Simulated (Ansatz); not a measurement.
## Structure optimisation: chlorine, solid Cl2 (Cmce)

Theory: Ansatz, DFT, PBE, plane waves (420 eV) with PAW, scalar-relativistic.

k-point mesh 5×5×2, Fermi-Dirac smearing 0.05 eV, no spin polarisation. Cell and atoms relax.

Starting structure:

```xyz
4
Lattice="3.0726 -2.1977 0.0000 3.0726 2.1977 0.0000 0.0000 0.0000 8.1537" Properties=species:S:1:pos:R:3 pbc="T T T"
Cl    3.0726   -1.6540    0.8358
Cl    3.0727   -0.5437    4.9126
Cl    3.0726    1.6540    7.3179
Cl    3.0726    0.5437    3.2411
```

What cell does the relaxation end in?

Cmce with a = 7.879 Å, b = 4.296 Å, c = 8.341 Å; 35.29 Å³ per atom against 27.53 at the start (28.2 %).

How much energy does the relaxation gain?

30.9 meV per atom.

This functional, with no dispersion term, lets the cell expand far past the measured one.
